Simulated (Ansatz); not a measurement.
P, A15: geometry optimisation

The calculation used DFT, r2SCAN, plane waves (500 eV) with PAW, scalar-relativistic in Ansatz. (PAW data from PBE, frozen cores regenerated.)

k-point mesh 5×5×5, Fermi-Dirac smearing 0.1 eV, no spin polarisation. Cell and atoms relax.

Starting structure:

```yaml
crystal:
  lattice:
    - [4.9567132665, 0.0, 0.0]
    - [0.0, 4.9567132665, 0.0]
    - [0.0, 0.0, 4.9567132665]
  atoms:
    - { symbol: P, position: [0.0, 0.0, 0.0] }
    - { symbol: P, position: [0.5, 0.5, 0.5] }
    - { symbol: P, position: [0.25, 0.0, 0.5] }
    - { symbol: P, position: [0.75, 0.0, 0.5] }
    - { symbol: P, position: [0.5, 0.25, 0.0] }
    - { symbol: P, position: [0.5, 0.75, 0.0] }
    - { symbol: P, position: [0.0, 0.5, 0.25] }
    - { symbol: P, position: [0.0, 0.5, 0.75] }
hamiltonian:
  xc: r2scan
  pseudopotentials:
    kind: paw
    azcp:
      P: "pseudopotentials/P.paw.azcp"
basis:
  ecutwfc: 500
  fft_grid_basis: typed
kpoints:
  mp_grid: { grid: [5, 5, 5], shift: [0, 0, 0] }
magnetization:
  spin_polarized: false
scf:
  occupations: { method: fermi_dirac, width: 0.1 }
relax:
  max_steps: 60
  f_tol: 0.01
  cell: {}
```

Question: What cell does the relaxation end in?

Answer: Pm-3n with a = 4.912 Å; 14.82 Å³ per atom against 15.22 at the start (-2.7 %).

Question: How much energy does the relaxation gain?

Answer: 2.8 meV per atom.

Path of the relaxation (the plane waves are chosen anew near the end, which can shift the energy a little):

```json
{"step": "0", "E − E(final) (meV/atom)": "2.78", "V (Å³/atom)": "15.223", "P (GPa)": "-2.15", "max force (eV/Å)": "0.000"}
{"step": "1", "E − E(final) (meV/atom)": "0.03", "V (Å³/atom)": "14.884", "P (GPa)": "-0.37", "max force (eV/Å)": "0.000"}
{"step": "2", "E − E(final) (meV/atom)": "-0.05", "V (Å³/atom)": "14.816", "P (GPa)": "0.02", "max force (eV/Å)": "0.000"}
{"step": "3", "E − E(final) (meV/atom)": "0.00", "V (Å³/atom)": "14.816", "P (GPa)": "0.01", "max force (eV/Å)": "0.000"}
```
